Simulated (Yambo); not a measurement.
G0W0@PBEsol for CsCdF$_{3}$ (cubic perovskite, space group Pm-3m, No. 221) in Yambo. Reference settings: 4×4×4 Γ-centred k mesh, bands 5 to 139 and a 7 Ry block in the screening, 139 bands in G with the Bruneval-Gonze terminator, plasmon pole fitted at 27.2 eV. The PBEsol gap R → Γ on this mesh is 3.23 eV; G0W0 gaps are taken between the same points.

```csv
change from the reference,G0W0 gap R → Γ (eV),shift of the valence edge (eV)
reference settings,6.19,-1.69
"109 bands in W, 109 bands in G, 6 Ry block",6.30,-1.71
2×2×2 mesh,6.21,-1.65
"59 bands in W, 59 bands in G, 2 Ry block",7.60,-2.58
"82 bands in W, 82 bands in G, 2 Ry block",7.24,-2.49
"82 bands in W, 82 bands in G, 3 Ry block",6.64,-1.92
"59 bands in W, 59 bands in G",6.85,-1.75
"59 bands in W, 59 bands in G, 4 Ry block",?,-1.93
```

Estimate the withheld gaps from the other rows; the computed values follow.


- 59 bands in W, 59 bands in G, 4 Ry block, G0W0 gap R → Γ (eV): 6.98

The reference isn't shown to be the converged limit.

Spin-orbit coupling is not included.

Geometry of the Materials Project entry, not relaxed at this level; primitive cell a = b = c = 4.4868 Å, α = β = γ = 90.00°.

The structure is a Materials Project entry; no match was found in the copy of COD used, and its stability was not checked.

A shift is the quasiparticle energy of the state minus its PBEsol energy.
